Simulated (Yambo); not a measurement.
# Rb2PtC2: lowest vertical excitons

```
CELL_PARAMETERS angstrom
      5.40589     0.00000     0.00000
     -2.70294     4.68164     0.00000
      0.00000     0.00000     5.20080
ATOMIC_POSITIONS crystal
  C  0.00000 0.00000 0.62206
  C  0.00000 0.00000 0.37794
  Rb 0.33333 0.66667 0.28090
  Rb 0.66667 0.33333 0.71910
  Pt 0.00000 0.00000 0.00000
```

The geometry is that of Materials Project entry mp-10919, symmetrised and not relaxed again.

BSE in Yambo on PBEsol (Quantum ESPRESSO, PseudoDojo norm-conserving, 84 Ry, scalar-relativistic) bands: 6×6×4 mesh, 7 valence and 6 conduction bands, static screening with 70 bands and a 3 Ry block, scissor 0.84 eV, Tamm-Dancoff; field along x.

| state | energy (eV) | states within 2 meV | relative strength | class | main transitions |
|---|---|---|---|---|---|
| 1 | 1.40 | 2 | 0.26 | weak | several band pairs |
| 2 | 1.41 | 1 | < 0.01 | dark | VB−1 → CB (82 %) |
| 3 | 1.48 | 1 | < 0.01 | dark | VB → CB (89 %) |
| 4 | 1.71 | 2 | 1.00 | weak | several band pairs |
| 5 | 1.85 | 4 | 0.40 | weak | several band pairs |
| 6 | 1.85 | 2 | < 0.01 | dark | several band pairs |
| 7 | 1.88 | 1 | < 0.01 | dark | VB → CB (82 %) |
| 8 | 1.88 | 2 | < 0.01 | dark | several band pairs |

These are vertical excitations (zero momentum); the indirect quasiparticle gap, about 1.87 eV, is smaller than the direct one (2.08 eV on the GW mesh). The direct quasiparticle gap on this mesh is 1.87 eV; counted from there, state 1 is bound by 0.47 eV. On a 3×3×2 mesh the same difference is 0.79 eV, so it isn't converged.

States at or above the direct gap are the continuum as this mesh samples it, not bound excitons.

Spin singlets only. Strengths are relative to the strongest of the lowest states of this run; strong means a line over 3 % of the spectrum's maximum, dark under 0.03 %. Absolute energies carry the error of the G0W0 scissor, whose convergence isn't established; the long-wavelength screening was taken along (1,1,1) although the crystal is anisotropic.

Spin-orbit coupling is left out, which matters for elements this heavy: edges can move by tenths of an eV.
